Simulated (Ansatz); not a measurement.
RuPtN₂:
```cif
data_N6Pt3Ru3
_chemical_formula_sum 'Ru3 Pt3 N6'
_space_group_name_H-M_alt 'R-3m :H'
_space_group_IT_number 166
_space_group_name_Hall '-R 3 2"'
_cell_length_a 2.80078
_cell_length_b 2.80078
_cell_length_c 19.16524
_cell_angle_alpha 90.000
_cell_angle_beta 90.000
_cell_angle_gamma 120.000
loop_
_atom_site_label
_atom_site_type_symbol
_atom_site_symmetry_multiplicity
_atom_site_Wyckoff_symbol
_atom_site_fract_x
_atom_site_fract_y
_atom_site_fract_z
_atom_site_occupancy
Ru1 Ru 3 b 0.00000 0.00000 0.50000 1
Pt1 Pt 3 a 0.00000 0.00000 0.00000 1
N1 N 6 c 0.00000 0.00000 0.10175 1
```
(The calculation used a cell of 4 atoms; values per cell refer to that cell.)

Relaxed with PBEsol.

Task: Which orbitals make up the states near the Fermi level in plane-wave PAW PBEsol (Ansatz code)?

Result: Within 0.5 eV of the Fermi level: Ru 4d 41 %, N 2p 34 %, Pt 5d 19 %. Projections are on Löwdin-orthogonalised atomic valence shells; empty p or d shells of many metals are not among them.

Task: Tabulate the density of states.

Result: States/eV per cell of 4 atoms, in 0.25 eV bins, energy from the Fermi level.

```
E (eV)  total  N 2p  Pt 5d  Ru 4d
------  -----  ----  -----  -----
-7.85    2.36  1.16   0.41   0.62
-7.60    2.16  1.07   0.43   0.54
-7.35    2.70  1.27   0.54   0.68
-7.10    2.51  1.14   0.52   0.64
-6.85    2.66  1.25   0.46   0.77
-6.60    2.17  0.94   0.48   0.56
-6.35    1.91  0.74   0.49   0.44
-6.10    2.49  0.80   0.91   0.46
-5.85    2.97  0.85   1.28   0.64
-5.60    5.28  1.93   1.50   1.56
-5.35    4.64  1.97   1.12   1.26
-5.10    2.91  1.24   0.80   0.67
-4.85    2.42  0.91   0.78   0.58
-4.60    2.95  0.93   1.15   0.71
-4.35    2.93  0.79   1.41   0.59
-4.10    2.56  0.70   1.31   0.44
-3.85    2.88  0.86   1.44   0.44
-3.60    2.93  0.92   1.36   0.46
-3.35    2.22  0.49   1.18   0.38
-3.10    2.86  0.59   1.54   0.56
-2.85    3.94  0.88   1.77   1.08
-2.60    2.80  0.43   1.40   0.84
-2.35    3.48  0.54   1.70   1.08
-2.10    4.87  1.01   2.22   1.45
-1.85    5.05  1.49   2.08   1.28
-1.60    2.82  0.80   0.95   0.93
-1.35    2.13  0.52   0.82   0.66
-1.10    1.63  0.35   0.71   0.46
-0.85    1.48  0.31   0.66   0.39
-0.60    1.29  0.30   0.59   0.29
-0.35    1.73  0.48   0.62   0.48
-0.10    3.45  1.06   0.44   1.77
0.15     3.30  1.28   0.48   1.35
0.40     2.56  1.00   0.47   0.92
0.65     3.38  1.09   0.43   1.64
0.90     3.05  1.02   0.51   1.26
1.15     0.72  0.16   0.21   0.22
1.40     0.49  0.08   0.23   0.06
1.65     1.27  0.26   0.57   0.15
1.90     0.76  0.16   0.35   0.08
2.15     0.01  0.00   0.00   0.00
2.40     0.17  0.03   0.01   0.07
2.65     0.77  0.17   0.06   0.30
2.90     1.74  0.52   0.11   0.65
3.15     2.05  0.73   0.11   0.77
3.40     2.90  1.25   0.13   1.12
3.65     2.45  1.10   0.12   0.93
3.90     2.37  1.12   0.12   0.88
4.15     2.59  1.06   0.10   1.03
4.40     0.96  0.36   0.04   0.38
4.65     0.20  0.06   0.01   0.07
```

The start of the workflow was typed in or built on a structure type; neither database checked (COD, Materials Project) lists it. Its standing as an ambient phase is unchecked. The cell was relaxed with PBEsol under the symmetry of its start; its stability against distortions is not shown here. The workflow began spin-polarised and lost its moments. Its formation energy is positive at this level, so the cell may be metastable or incomplete. Scalar-relativistic: spin–orbit coupling is off unless named, which matters more the heavier the elements.

Potentials: the later of the program's two PAW sets.
